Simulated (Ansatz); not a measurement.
BP:
```
BP
1.0
    5.59365     0.00000     0.00000
    0.00000     5.59365     0.00000
    0.00000     0.00000     5.59365
B P
6 6
Direct
  0.25000   0.00000   0.50000
  0.50000   0.25000   0.00000
  0.50000   0.75000   0.00000
  0.75000   0.00000   0.50000
  0.00000   0.50000   0.75000
  0.00000   0.50000   0.25000
  0.25000   0.50000   0.00000
  0.00000   0.25000   0.50000
  0.00000   0.75000   0.50000
  0.75000   0.50000   0.00000
  0.50000   0.00000   0.75000
  0.50000   0.00000   0.25000
```

Relaxed with DFT-PBE in the program Ansatz with PAW potentials. Indices refer to the conventional cell of Pm-3n, a = 5.594 Å, b = 5.594 Å, c = 5.594 Å, α = 90.00°, β = 90.00°, γ = 90.00°.

Simulate the powder diffraction pattern (Cu Kα, λ = 1.54184 Å; lines above 1 %) up to 2θ = 90°.

Simulated powder pattern, Cu Kα, λ = 1.54184 Å (kinematic, ideal powder, no thermal factors, no anomalous dispersion; the 30 strongest lines at most, above 1 %, up to 2θ = 90°):

```
2θ (°)  d (Å)  I/Imax (%)          hkl
------  -----  ----------  -----------
22.48   3.955         100        (110)
32.00   2.797          18        (200)
35.90   2.502          67        (210)
39.46   2.284          36        (211)
45.89   1.978          11        (220)
51.68   1.769          15        (310)
57.03   1.615          33        (222)
59.59   1.551          15        (320)
62.09   1.495          17        (321)
66.91   1.398          15        (400)
71.57   1.318         8.4  (411)+(330)
76.10   1.251         4.7        (420)
78.33   1.221          14        (421)
80.55   1.193         4.1        (332)
84.94   1.142         3.7        (422)
89.30   1.097          10  (431)+(510)
```

The start of the workflow was typed in or built on a structure type; neither database checked (COD, Materials Project) lists it. It is not the phase usual at ambient conditions (space group No. 216). The PBE relaxation kept the symmetry of its start; its stability against distortions is not shown here.

Potentials: the later of the program's two PAW sets.
